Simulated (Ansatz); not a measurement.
## WS2 (2H-MoS2 type) under strain

WS2, 2H-MoS2 type, relaxed with r2SCAN+rVV10 in the PAW code Ansatz. The symmetry is P6_3/mmc (No. 194, hexagonal); conventional cell a = 3.170 Å, c = 12.491 Å, 18.12 Å³ an atom. Around W lie 6 S at 2.41 Å; around S lie 3 W at 2.41 Å.

The axes x, y and z are those of this cell:
```
W S
1.0
     3.16995    0.00000    0.00000
    -1.58497    2.74525    0.00000
     0.00000    0.00000   12.49107
W S
2 4
Direct
  0.33333 0.66667 0.25000
  0.66667 0.33333 0.75000
  0.66667 0.33333 0.37511
  0.66667 0.33333 0.12489
  0.33333 0.66667 0.87511
  0.33333 0.66667 0.62489
```

Unstrained: The PBE gap is indirect, 1.042 eV (Γ to Γ–K (0.52 of the way from Γ)), below the direct gap of 1.773 eV at K. The r2SCAN gap is indirect, 1.151 eV (Γ to Γ–K (0.52 of the way from Γ)), below the direct gap of 1.898 eV at K. HSE06 gives an indirect gap of 1.573 eV, from Γ to Γ–K (0.52 of the way from Γ); the least direct gap is 2.258 eV at K. The r2SCAN+SOC gap is indirect, 1.100 eV (Γ to Γ–K (0.52 of the way from Γ)), below the direct gap of 1.698 eV at K. Meshes: PBE 12×12×2, r2SCAN 12×12×2, HSE06 6×6×2, r2SCAN+SOC 12×12×2. Strains are changes of length per length. After each strain the atoms were relaxed again with r2SCAN+rVV10 in this cell and within any symmetry left, so distortions that break it or need a larger cell weren't tested; points keep the names that they have in the unstrained zone. Non-magnetic throughout; all numbers are computed.

Changes of the least gap in eV (an overlap counts as a negative gap):
```tsv
strain	volume change (%)	space group	PBE	r2SCAN	HSE06	r2SCAN+SOC
uniaxial -4.0 % along z	-4.0	P6_3/mmc	-0.215	-0.222	-0.241	-0.216
uniaxial -3.0 % along z	-3.0	P6_3/mmc	-0.160	-0.165	-0.179	-0.160
uniaxial -2.0 % along z	-2.0	P6_3/mmc	-0.105	-0.109	-0.118	-0.105
uniaxial -1.0 % along z	-1.0	P6_3/mmc	-0.052	-0.054	-0.058	-0.052
uniaxial +1.0 % along z	+1.0	P6_3/mmc	+0.051	+0.052	+0.056	+0.050
uniaxial +2.0 % along z	+2.0	P6_3/mmc	+0.100	+0.103	+0.111	+0.099
uniaxial +3.0 % along z	+3.0	P6_3/mmc	+0.147	+0.151	+0.163	+0.146
uniaxial +4.0 % along z	+4.0	P6_3/mmc	+0.193	+0.199	+0.214	+0.192
```

Uniaxial -4.0 % along z, other directions held. HSE06: the gap goes from 1.573 to 1.332 eV (-0.241 eV). Stress change with PBE, compression positive: xx +0.70, yy +0.70, zz +2.79 GPa.

Uniaxial -3.0 % along z, other directions held. HSE06: the gap goes from 1.573 to 1.394 eV (-0.179 eV). Stress change with PBE, compression positive: xx +0.48, yy +0.48, zz +1.91 GPa.

Uniaxial -2.0 % along z, other directions held. HSE06: the gap goes from 1.573 to 1.455 eV (-0.118 eV). Stress change with PBE, compression positive: xx +0.30, yy +0.30, zz +1.16 GPa.

Uniaxial -1.0 % along z, other directions held. HSE06: the gap goes from 1.573 to 1.515 eV (-0.058 eV). Stress change with PBE, compression positive: xx +0.14, yy +0.14, zz +0.54 GPa.

Uniaxial +1.0 % along z, other directions held. HSE06: the gap goes from 1.573 to 1.629 eV (+0.056 eV). Stress change with PBE, compression positive: xx -0.11, yy -0.11, zz -0.43 GPa.

Uniaxial +2.0 % along z, other directions held. HSE06: the gap goes from 1.573 to 1.684 eV (+0.111 eV). Stress change with PBE, compression positive: xx -0.22, yy -0.22, zz -0.81 GPa.

Uniaxial +3.0 % along z, other directions held. HSE06: the gap goes from 1.573 to 1.736 eV (+0.163 eV). Stress change with PBE, compression positive: xx -0.30, yy -0.30, zz -1.11 GPa.

Uniaxial +4.0 % along z, other directions held. HSE06: the gap goes from 1.573 to 1.787 eV (+0.214 eV). Stress change with PBE, compression positive: xx -0.38, yy -0.38, zz -1.36 GPa.

Only the levels marked +SOC include spin-orbit coupling.

Where an edge lies off the special points, it is a point of the mesh or the k point where a search put PBE's edge or least direct gap, reused for the other functionals, whose own edges may lie a little apart.

The meshes of the hybrids are coarse, so their gaps aren't converged to the digits shown.
